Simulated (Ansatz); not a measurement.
V₂SiN:
```cif
data_N2Si2V4
_chemical_formula_sum 'V4 Si2 N2'
_space_group_name_H-M_alt 'P 1'
_space_group_IT_number 1
_cell_length_a 2.89278
_cell_length_b 2.89278
_cell_length_c 12.00839
_cell_angle_alpha 90.000
_cell_angle_beta 90.000
_cell_angle_gamma 120.000
loop_
_space_group_symop_operation_xyz
  'x, y, z'
loop_
_atom_site_label
_atom_site_type_symbol
_atom_site_fract_x
_atom_site_fract_y
_atom_site_fract_z
_atom_site_occupancy
V1 V 0.66667 0.33333 0.58936 1
V2 V 0.33333 0.66667 0.41064 1
V3 V 0.33333 0.66667 0.08936 1
V4 V 0.66667 0.33333 0.91064 1
Si1 Si 0.66667 0.33333 0.25000 1
Si2 Si 0.33333 0.66667 0.75000 1
N1 N 0.00000 0.00000 0.50000 1
N2 N 0.00000 0.00000 0.00000 1
```

Relaxed with PBEsol.

### Question
Which orbitals make up the states near the Fermi level in the program Ansatz at the PBEsol level (PAW)?

### Answer
Within 0.5 eV of the Fermi level: V 3d 84 %, Si 3p 7 %. Projections are on Löwdin-orthogonalised atomic valence shells; empty p or d shells of many metals are not among them.

### Question
Tabulate the density of states.

### Answer
States/eV per cell of 8 atoms, in 0.25 eV bins, energy from the Fermi level.

| E (eV) | total | V 3d | N 2p | Si 3p |
|---|---|---|---|---|
| -7.85 | 1.86 | 0.39 | 0.82 | 0.20 |
| -7.60 | 2.67 | 0.59 | 1.31 | 0.22 |
| -7.35 | 5.29 | 1.22 | 2.63 | 0.37 |
| -7.10 | 6.85 | 1.64 | 2.94 | 0.46 |
| -6.85 | 2.41 | 0.64 | 1.08 | 0.15 |
| -6.60 | 2.70 | 0.75 | 1.57 | 0.09 |
| -6.35 | 5.12 | 1.41 | 2.95 | 0.16 |
| -6.10 | 10.56 | 2.87 | 6.53 | 0.39 |
| -5.85 | 8.86 | 2.85 | 5.48 | 0.11 |
| -5.60 | 4.95 | 1.79 | 3.00 | 0.09 |
| -5.35 | 0.39 | 0.07 | 0.04 | 0.24 |
| -5.10 | 0.79 | 0.14 | 0.09 | 0.47 |
| -4.85 | 1.25 | 0.24 | 0.13 | 0.75 |
| -4.60 | 1.45 | 0.34 | 0.10 | 0.84 |
| -4.35 | 1.49 | 0.39 | 0.08 | 0.81 |
| -4.10 | 1.30 | 0.37 | 0.06 | 0.65 |
| -3.85 | 2.27 | 0.70 | 0.12 | 1.13 |
| -3.60 | 4.73 | 1.77 | 0.28 | 2.18 |
| -3.35 | 9.33 | 4.39 | 0.41 | 3.82 |
| -3.10 | 5.42 | 2.85 | 0.13 | 2.04 |
| -2.85 | 4.49 | 3.13 | 0.07 | 1.01 |
| -2.60 | 3.55 | 2.69 | 0.05 | 0.59 |
| -2.35 | 2.69 | 2.13 | 0.04 | 0.36 |
| -2.10 | 2.36 | 1.96 | 0.04 | 0.24 |
| -1.85 | 2.45 | 2.04 | 0.04 | 0.24 |
| -1.60 | 2.56 | 2.11 | 0.04 | 0.27 |
| -1.35 | 3.38 | 2.78 | 0.08 | 0.35 |
| -1.10 | 3.32 | 2.77 | 0.08 | 0.32 |
| -0.85 | 4.47 | 3.96 | 0.08 | 0.29 |
| -0.60 | 3.64 | 3.07 | 0.12 | 0.30 |
| -0.35 | 4.22 | 3.42 | 0.20 | 0.38 |
| -0.10 | 7.16 | 6.13 | 0.22 | 0.53 |
| 0.15 | 6.71 | 5.66 | 0.24 | 0.48 |
| 0.40 | 6.26 | 5.26 | 0.23 | 0.39 |
| 0.65 | 7.28 | 6.29 | 0.32 | 0.34 |
| 0.90 | 9.43 | 8.29 | 0.43 | 0.34 |
| 1.15 | 10.11 | 8.98 | 0.49 | 0.36 |
| 1.40 | 6.78 | 5.81 | 0.39 | 0.38 |
| 1.65 | 4.85 | 3.90 | 0.30 | 0.46 |
| 1.90 | 5.77 | 4.42 | 0.39 | 0.70 |
| 2.15 | 6.92 | 5.18 | 0.54 | 0.84 |
| 2.40 | 5.79 | 3.86 | 0.69 | 0.76 |
| 2.65 | 7.47 | 4.81 | 0.90 | 0.68 |
| 2.90 | 9.89 | 6.33 | 1.20 | 0.77 |
| 3.15 | 8.02 | 4.87 | 1.15 | 0.82 |
| 3.40 | 6.13 | 3.54 | 1.21 | 0.67 |
| 3.65 | 4.97 | 2.81 | 0.98 | 0.53 |
| 3.90 | 4.01 | 2.06 | 0.62 | 0.56 |

Space group P6_3/mmc. The start of the workflow was typed in or built on a structure type; neither database checked (COD, Materials Project) lists it. Its standing as an ambient phase is unchecked. Symmetry was held in the PBEsol relaxation; its stability against distortions is not shown here. The workflow began spin-polarised and lost its moments.

Potentials: the later of the program's two PAW sets.
